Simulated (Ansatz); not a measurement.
Density of states of NbH

```xyz
4
Lattice="1.8454 -2.3932 0.0000 1.8454 2.3932 0.0000 0.0000 0.0000 4.8042" Properties=species:S:1:pos:R:3 pbc="T T T"
Nb    1.8454   -1.1966    1.2916
Nb    1.8454    1.1966    3.5127
H     0.9227    0.0000    0.0000
H     2.7680    0.0000    0.0000
```

The cell is the one relaxed in the Materials Project (mp-1206371), not relaxed further here; entries there can be hypothetical.

Method: DFT, LDA, all-electron LAPW, scalar-relativistic in Ansatz 0.2.0.

Sampling and basis: a Γ-centred 11×11×7 k mesh, Fermi–Dirac smearing of 0.03 eV, basis error target 1 meV/atom, no spin polarisation.

States per eV and cell, averaged over 0.4 eV, from -9.8 to 2.0 eV, with energies (bin centres) from the Fermi level; empty bins are left out. The partial columns, the largest 4 alone, are projections on Löwdin-orthogonalised atomic shells (those that the program's projection atoms carry: the occupied ones and, for some elements, an empty d or f shell; other empty shells have no column), summed over atoms of an element. Weights on diffuse s and p shells depend on that basis and aren't pure angular character.

```json
{"E (eV)": "-9.7", "total": "0.03", "Nb 4d": "0.00", "H 1s": "0.01", "Nb 5s": "0.01", "Nb 4p": "0.00"}
{"E (eV)": "-9.3", "total": "0.23", "Nb 4d": "0.01", "H 1s": "0.11", "Nb 5s": "0.09", "Nb 4p": "0.01"}
{"E (eV)": "-8.9", "total": "0.52", "Nb 4d": "0.04", "H 1s": "0.26", "Nb 5s": "0.17", "Nb 4p": "0.02"}
{"E (eV)": "-8.5", "total": "0.67", "Nb 4d": "0.10", "H 1s": "0.35", "Nb 5s": "0.17", "Nb 4p": "0.03"}
{"E (eV)": "-8.1", "total": "0.85", "Nb 4d": "0.21", "H 1s": "0.44", "Nb 5s": "0.14", "Nb 4p": "0.03"}
{"E (eV)": "-7.7", "total": "1.24", "Nb 4d": "0.45", "H 1s": "0.63", "Nb 5s": "0.10", "Nb 4p": "0.04"}
{"E (eV)": "-7.3", "total": "0.98", "Nb 4d": "0.39", "H 1s": "0.48", "Nb 5s": "0.07", "Nb 4p": "0.03"}
{"E (eV)": "-6.9", "total": "0.65", "Nb 4d": "0.28", "H 1s": "0.31", "Nb 5s": "0.04", "Nb 4p": "0.02"}
{"E (eV)": "-6.5", "total": "0.76", "Nb 4d": "0.36", "H 1s": "0.35", "Nb 5s": "0.03", "Nb 4p": "0.02"}
{"E (eV)": "-6.1", "total": "0.67", "Nb 4d": "0.34", "H 1s": "0.29", "Nb 5s": "0.02", "Nb 4p": "0.01"}
{"E (eV)": "-5.7", "total": "0.67", "Nb 4d": "0.36", "H 1s": "0.28", "Nb 5s": "0.02", "Nb 4p": "0.01"}
{"E (eV)": "-5.3", "total": "0.72", "Nb 4d": "0.41", "H 1s": "0.28", "Nb 5s": "0.01", "Nb 4p": "0.01"}
{"E (eV)": "-4.9", "total": "0.83", "Nb 4d": "0.50", "H 1s": "0.31", "Nb 5s": "0.01", "Nb 4p": "0.01"}
{"E (eV)": "-4.5", "total": "0.96", "Nb 4d": "0.57", "H 1s": "0.32", "Nb 5s": "0.05", "Nb 4p": "0.01"}
{"E (eV)": "-4.1", "total": "0.42", "Nb 4d": "0.25", "H 1s": "0.09", "Nb 5s": "0.07", "Nb 4p": "0.00"}
{"E (eV)": "-3.7", "total": "0.60", "Nb 4d": "0.45", "H 1s": "0.02", "Nb 5s": "0.12", "Nb 4p": "0.01"}
{"E (eV)": "-3.3", "total": "0.98", "Nb 4d": "0.77", "H 1s": "0.02", "Nb 5s": "0.18", "Nb 4p": "0.01"}
{"E (eV)": "-2.9", "total": "1.41", "Nb 4d": "1.11", "H 1s": "0.02", "Nb 5s": "0.24", "Nb 4p": "0.02"}
{"E (eV)": "-2.5", "total": "2.40", "Nb 4d": "1.99", "H 1s": "0.04", "Nb 5s": "0.31", "Nb 4p": "0.03"}
{"E (eV)": "-2.1", "total": "3.59", "Nb 4d": "2.97", "H 1s": "0.12", "Nb 5s": "0.41", "Nb 4p": "0.04"}
{"E (eV)": "-1.7", "total": "3.29", "Nb 4d": "2.86", "H 1s": "0.13", "Nb 5s": "0.21", "Nb 4p": "0.04"}
{"E (eV)": "-1.3", "total": "3.23", "Nb 4d": "2.83", "H 1s": "0.13", "Nb 5s": "0.18", "Nb 4p": "0.03"}
{"E (eV)": "-0.9", "total": "2.55", "Nb 4d": "2.24", "H 1s": "0.13", "Nb 5s": "0.10", "Nb 4p": "0.02"}
{"E (eV)": "-0.5", "total": "1.15", "Nb 4d": "1.06", "H 1s": "0.04", "Nb 5s": "0.02", "Nb 4p": "0.01"}
{"E (eV)": "-0.1", "total": "0.70", "Nb 4d": "0.65", "H 1s": "0.03", "Nb 5s": "0.02", "Nb 4p": "0.00"}
{"E (eV)": "0.3", "total": "1.77", "Nb 4d": "1.67", "H 1s": "0.04", "Nb 5s": "0.03", "Nb 4p": "0.01"}
{"E (eV)": "0.7", "total": "2.64", "Nb 4d": "2.51", "H 1s": "0.05", "Nb 5s": "0.04", "Nb 4p": "0.01"}
{"E (eV)": "1.1", "total": "2.69", "Nb 4d": "2.56", "H 1s": "0.04", "Nb 5s": "0.04", "Nb 4p": "0.01"}
{"E (eV)": "1.5", "total": "2.47", "Nb 4d": "2.34", "H 1s": "0.04", "Nb 5s": "0.05", "Nb 4p": "0.00"}
{"E (eV)": "1.9", "total": "2.52", "Nb 4d": "2.37", "H 1s": "0.04", "Nb 5s": "0.06", "Nb 4p": "0.00"}
```

Task: Which of the resolved shells contributes most within 0.3 eV of the Fermi level?

Result: Nb 4d, with 93 % of all states there; H 1s follows with 3 %.

Task: Where is the centre of the filled Nb 4d states between -14 eV and the top of the filled states?

Result: -2.67 eV from the Fermi level.
